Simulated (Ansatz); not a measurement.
Starting cell, SiC (zinc blende):

```yaml
crystal:
  lattice:
    - [0.00000, 2.18988, 2.18988]
    - [2.18988, 0.00000, 2.18988]
    - [2.18988, 2.18988, 0.00000]
  atoms:
    - { symbol: C, position: [0.75000, 0.75000, 0.75000] }
    - { symbol: Si, position: [0.00000, 0.00000, 0.00000] }
```

In this cell atom 1 (C, nearest neighbour Si at 1.896 Å; its periodic images, 3.1 Å or more away, move with it) is moved by s towards the nearest neighbour, unit vector (-0.577, -0.577, 0.577); all other atoms and the cell stay fixed.

Calculation: PBE (plane waves to 420 eV, PAW, scalar-relativistic; Ansatz, a quantum-chemistry and plane-wave program). k mesh 10×10×10 (Γ-centred), Fermi-Dirac smearing 0.05 eV. The energy includes the smearing's −TS. SiC was relaxed with its symmetry unable to fall. The zero of ΔE is the undisplaced structure.

```
s (Å)   ΔE (meV/cell)
------  -------------
-0.190            255
-0.152            173
-0.114       withheld
-0.076             48
-0.038             13
0.000               0
0.038              14
0.076              59
0.114             141
0.152             263
0.190             433
```

### Question
Fit a polynomial form (powers 2, 3, 4) to the given rows and predict ΔE at s = -0.114.

### Answer
Least squares on the 10 given rows: ΔE = (9264)·s² + (12940)·s³ + (7361)·s⁴, in meV/cell with s in Å; root-mean-square residual 0.3 meV/cell. At -0.114 the fit gives 102 meV/cell; the calculation gives 103 meV/cell, so the interpolation is off by -1 (-1.0 %). The quadratic term alone would give 120 meV/cell.

(A displaced cell: forces are minus the slopes of the energy, force constants its curvatures, and phonons follow from these.)
